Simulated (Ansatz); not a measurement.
Relaxed-ion elastic tensor of HfO2 (fluorite, Fm-3m) in GPa (Voigt order), DFT-LDA in the program Ansatz with PAW potentials; density 11.17 g/cm³, 10.43 Å³ per atom.

```
 606   120   120   0.0   0.0   0.0
 120   606   120   0.0   0.0   0.0
 120   120   606   0.0   0.0   0.0
 0.0   0.0   0.0  75.0   0.0   0.0
 0.0   0.0   0.0   0.0  75.0   0.0
 0.0   0.0   0.0   0.0   0.0  75.0
```

Problem. Is the crystal mechanically stable?

Solution. Yes: the smallest eigenvalue of C is 75.0 GPa.

Problem. Work out the Voigt, Reuss and Hill averages.

Solution. K_V = 282, K_R = 282, K_H = 282; G_V = 142, G_R = 104, G_H = 123 GPa.

Problem. Give Young's modulus, Poisson's ratio, Pugh's ratio and the universal anisotropy index.

Solution. E = 9KG/(3K + G) = 322 GPa; ν = 0.31; K/G = 2.30 (ductile by the Pugh limit of 1.75); A_U = 5G_V/G_R + K_V/K_R − 6 = 1.86.

Problem. Estimate the sound speeds and the Debye temperature.

Solution. v_l = √((K + 4G/3)/ρ) = 6320 m/s, v_t = √(G/ρ) = 3320 m/s, mean 3710 m/s; Θ = (h/k)(3n/4πV)^(1/3) v_m = 506 K.

Problem. Give the Zener ratio and Young's modulus along [100], [110] and [111].

Solution. A = 2C44/(C11 − C12) = 0.31; 1/E = S11 − 2(S11 − S12 − S44/2)Γ with Γ = 0, 1/4, 1/3 gives 567, 246, 207 GPa.

Problem. Solve the Christoffel equation for the three sound speeds along [100], [110], [111].

Solution. Eigenvalues of C_ijkl n_j n_l equal ρv². In km/s, slowest first: [100] 2.59, 2.59, 7.37; [110] 2.59, 4.66, 6.26; [111] 4.09, 4.09, 5.85.

This is a known high-temperature phase of the composition, computed here at zero pressure and temperature. Symmetry was held in the LDA relaxation. At this level the phase is dynamically unstable (imaginary phonons). No spin polarisation was allowed. Spin–orbit coupling is left out wherever it is not named.

Potentials: the earlier of the program's two PAW sets. The files were generated under PBE; for other functionals the program regenerates the frozen cores, and for LDA and PBEsol the local potential too.
